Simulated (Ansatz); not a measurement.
TaN (rock salt)

```
CELL_PARAMETERS angstrom
      0.00000     2.20852     2.20852
      2.20852     0.00000     2.20852
      2.20852     2.20852     0.00000
ATOMIC_POSITIONS crystal
  N  0.00000 0.00000 0.00000
  Ta 0.50000 0.50000 0.50000
```

Scan: atom 2 (Ta, nearest neighbour N at 2.209 Å; its periodic images, 3.1 Å or more away, move with it) is displaced along Cartesian x, direction (1.000, 0.000, 0.000) in Cartesian axes, by s. The other atoms stay.

These are PBE (plane waves to 420 eV, PAW, scalar-relativistic; Ansatz, a quantum-chemistry and plane-wave program) values and carry that method's errors. k mesh 15×15×15 (Γ-centred), Fermi-Dirac smearing 0.05 eV. E stands for the smeared free energy. Left out: 2 of 11 points, with atoms too close for the PAW data. With partly filled bands, energies and forces of such displacements shift with the k mesh and the smearing. Spin-orbit coupling is left out, though Ta is heavy. TaN is run without spin polarisation. TaN was relaxed with its symmetry unable to fall. This is a high-temperature form of TaN. ΔE is measured from the undisplaced structure. The last digit holds for this mesh only.

| s (Å) | ΔE (meV/cell) |
|---|---|
| -0.352 | 652.6 |
| -0.264 | withheld |
| -0.176 | 128.2 |
| -0.088 | 29.1 |
| 0.000 | 0.0 |
| 0.088 | 29.1 |
| 0.176 | 128.2 |
| 0.264 | withheld |
| 0.352 | 652.6 |

Fit an even polynomial form (powers 2, 4, 6) to the given rows and predict ΔE at s = 0.264.

Least squares on the 7 given rows: ΔE = (3622)·s² + (17820)·s⁴ + (-36640)·s⁶, in meV/cell with s in Å; root-mean-square residual 0.03 meV/cell. At 0.264 the fit gives 326.6 meV/cell; the calculation gives 316.7 meV/cell, so the interpolation is off by 9.9 (+3.1 %). The quadratic term alone would give 252.4 meV/cell.

(A displaced cell: forces are minus the slopes of the energy, force constants its curvatures, and phonons follow from these.)
